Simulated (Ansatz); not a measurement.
## SrCo3 in the AuCu3-type structure

Method: PBEsol, scalar-relativistic; collinear spin; PAW, 420 eV, 8×8×8 k-mesh, Gaussian smearing of 0.05 eV; code Ansatz; PAW files: Ansatz's generated set soft_2.

```
Sr Co
1.0
     3.91021    0.00000    0.00000
     0.00000    3.91021    0.00000
     0.00000    0.00000    3.91021
Sr Co
1 3
Cartesian
  0.0000 0.0000 0.0000
  0.0000 1.9551 1.9551
  1.9551 1.9551 0.0000
  1.9551 0.0000 1.9551
```

The cell came from substitution into a structure type; whether the compound takes it is for experiment to say.

Magnetic state: ferromagnetic, site spin moments Sr -0.09; Co 1.47 μB.

The cell has space group Pm-3m (read at 0.01 Å). In it the stress is -0.03, -0.03, -0.03, 0.00, 0.00, 0.00 GPa and the largest force component 0.000 eV/Å. Each change below starts from this cell, without further relaxation. Stress is in GPa, positive in compression, in the order xx, yy, zz, yz, xz, xy; energies are counted from the cell above and are free energies with the smearing's entropy, which match forces and stress in a metal.

Q: What happens when atom 3 (Co) is moved by 0.02 Å along y?

A: The energy changes by 0.7 meV per cell, and the force on it along the shift is -0.072 eV/Å (−F/u = 3.62 eV/Å²). Stress: -0.02, -0.03, -0.02, 0.00, 0.00, 0.00.
| atom | Fx (eV/Å) | Fy | Fz |
| --- | --- | --- | --- |
| Sr1 | 0.000 | 0.098 | 0.000 |
| Co2 | 0.000 | -0.009 | 0.000 |
| Co3 | 0.000 | -0.072 | 0.000 |
| Co4 | 0.000 | -0.017 | 0.000 |

Q: What stress follows from an engineering strain of 1 % in xy, atoms carried along?

A: -0.02, -0.02, -0.02, 0.00, 0.00, -0.24 GPa; the energy changes by 0.5 meV per cell.
The change of the stress over the strain gives a clamped-atom stiffness of about 24 GPa for this component.

The run wasn't fully tested for a lower electronic state. Site moments are of spin, integrated over atomic spheres. Only parallel moments were tried, so the real magnetic order may be another.
